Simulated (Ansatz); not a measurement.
Cu Kα1 powder pattern (kinematic, no thermal factors).
```
2θ (°)  relative intensity
 10.48                 100
 21.06                   5
 28.82                   4
 32.56                  19
 39.10                  85
 40.47                  40
 41.93                  17
 42.87                   1
 46.06                   3
 47.48                  17
 54.36                   8
 57.16                   3
 58.57                  13
 59.69                   6
 60.42                   2
 62.96                   1
 66.48                   2
 68.64                   5
 69.92                  14
 72.70                  27
 75.27                   1
 78.62                   8
 80.81                   5
 84.03                   9
 86.35                   2
 87.55                   4
 88.50                   2
```

The pattern is computed from a structure relaxed with Ansatz, DFT PBE, scalar-relativistic, plane waves, PAW. No spin polarisation. Its elements are Ti, W.

Task: Give the structure.

Result: Ti3W2.
Space group I4/mmm (No. 139). a = 3.149 Å, b = 3.149 Å, c = 16.863 Å, α = 90.00°, β = 90.00°, γ = 90.00°
```csv
atom,site,symmetry,x,y,z
Ti,2a,4/mmm,0.0000,0.0000,0.0000
Ti,4e,4mm,0.5000,0.5000,0.1078
W,4e,4mm,0.0000,0.0000,0.2044
```

A pattern alone doesn't exclude other cells with like lines; this is the one computed.

It was reached by relaxing an invented guess, and it needn't be the stable form of this composition.
